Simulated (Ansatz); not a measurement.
Relaxed Rh (fcc, Cu type):

```
Rh
1.0
    0.00000     3.83006     3.83006
    1.91503     0.00000     1.91503
    1.91503     1.91503     0.00000
Rh
2
Direct
  0.00000   0.00000   0.00000
  0.50000   0.00000   0.00000
```

The atoms are displaced by Q × the pattern below (from a DFPT mode at L = (0.5, 0.0, 0.0), largest move 1; Q in Å), at fixed cell. It is one choice among 2 degenerate patterns. (q is in reciprocal vectors of the primitive cell; the cell shown is doubled to hold the pattern.)

```tsv
atom	x	y	z
Rh1	-0.285	0.520	-0.805
Rh2	0.285	-0.520	0.805
```

Calculation: PBE (plane waves to 420 eV, PAW, scalar-relativistic; Ansatz, a quantum-chemistry and plane-wave program). k mesh 21×21×21 (Γ-centred), Fermi-Dirac smearing 0.05 eV. With partly filled bands, energies and forces of such displacements shift with the k mesh and the smearing. Rh is run without spin polarisation. Rh was relaxed with its symmetry unable to fall. 

```tsv
Q (Å)	−dE/dQ from forces (eV/Å)
-0.100	1.322
-0.083	1.117
-0.067	0.902
-0.050	0.680
-0.033	0.455
-0.017	0.228
0.000	0.000
0.017	-0.228
0.033	-0.455
0.050	-0.680
0.067	-0.902
0.083	-1.117
0.100	-1.322
```

Question: What harmonic wavenumber does the curvature at Q = 0 give?

Answer: 134 cm⁻¹. E″ = 13.69 eV/Å², M = Σ mᵢ|uᵢ|² = 205.8 u, ν̃ = 521.5·√(|E″|/M).

(A displaced cell: forces are minus the slopes of the energy, force constants its curvatures, and phonons follow from these.)
